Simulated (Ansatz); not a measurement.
SrGe2Au2:
```cif
data_Au4Ge4Sr2
_chemical_formula_sum 'Sr2 Ge4 Au4'
_space_group_name_H-M_alt 'I4/mmm'
_space_group_IT_number 139
_space_group_name_Hall '-I 4 2'
_cell_length_a 4.50644
_cell_length_b 4.50644
_cell_length_c 10.32838
_cell_angle_alpha 90.000
_cell_angle_beta 90.000
_cell_angle_gamma 90.000
loop_
_atom_site_label
_atom_site_type_symbol
_atom_site_symmetry_multiplicity
_atom_site_Wyckoff_symbol
_atom_site_fract_x
_atom_site_fract_y
_atom_site_fract_z
_atom_site_occupancy
Sr1 Sr 2 a 0.00000 0.00000 0.00000 1
Ge1 Ge 4 e 0.00000 0.00000 0.37872 1
Au1 Au 4 d 0.00000 0.50000 0.25000 1
```
(The calculation used a cell of 5 atoms; values per cell refer to that cell.)

Relaxed with PBEsol.

Question: Tabulate the valence density and the electron localisation function along the shortest Au–Au contact (3.19 Å), the program Ansatz at the PBEsol level (PAW).

Answer: 

```
distance from Au (Å)  density (e/Å³)   ELF
--------------------  --------------  ----
0.32                           11.16  0.67
0.48                            7.92  0.60
0.64                            4.93  0.56
0.80                            2.44  0.48
0.96                            0.98  0.38
1.12                            0.51  0.29
1.27                            0.30  0.23
1.43                            0.22  0.19
1.59                            0.20  0.18
1.75                            0.22  0.19
1.91                            0.30  0.23
2.07                            0.51  0.29
2.23                            0.98  0.38
2.39                            2.44  0.48
2.55                            4.93  0.56
2.71                            7.92  0.60
2.87                           11.16  0.67
```

The density is the valence pseudo-density with augmentation charge, so density and ELF within about 1 Å of a nucleus are not all-electron values.

The workflow started from an entry of the Crystallography Open Database (COD). Whether it is the stable phase at ambient conditions was not checked. The PBEsol relaxation kept the symmetry of its start; its stability against distortions is not shown here. Spin–orbit coupling is left out wherever it is not named.

Potentials: the later of the program's two PAW sets.
